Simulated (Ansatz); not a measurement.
KCd₄P₃ in space group R-3m (No. 166; Pearson symbol hR8) at seven volumes, the program Ansatz at the PBEsol level (PAW), shape and atoms relaxed at each. One row is withheld.

```tsv
V (Å³/atom)	P (GPa)
21.614	4.88
22.327	2.97
23.040	1.36
23.752	0.00
24.465	-1.15
25.177	-2.11
25.890	?
```

Problem. Fit the shown pressures and predict the withheld one.

Solution. P = (3/2)B₀(x^(7/2) − x^(5/2))[1 + (3/4)(B′ − 4)(x − 1)] with x = (V₀/V)^(2/3). Least squares on the six rows gives V₀ = 23.753 Å³/atom, B₀ = 41.5 GPa, B′ = 4.65. At V = 25.890, x = 0.9442 and P = -2.93 GPa. The run itself gave -2.92 GPa.

The workflow started from an entry of the Crystallography Open Database (COD, 200 K). Whether it is the stable phase at ambient conditions was not checked. The PBEsol relaxation kept the symmetry of its start; its stability against distortions is not shown here.

Potentials: the later of the program's two PAW sets.
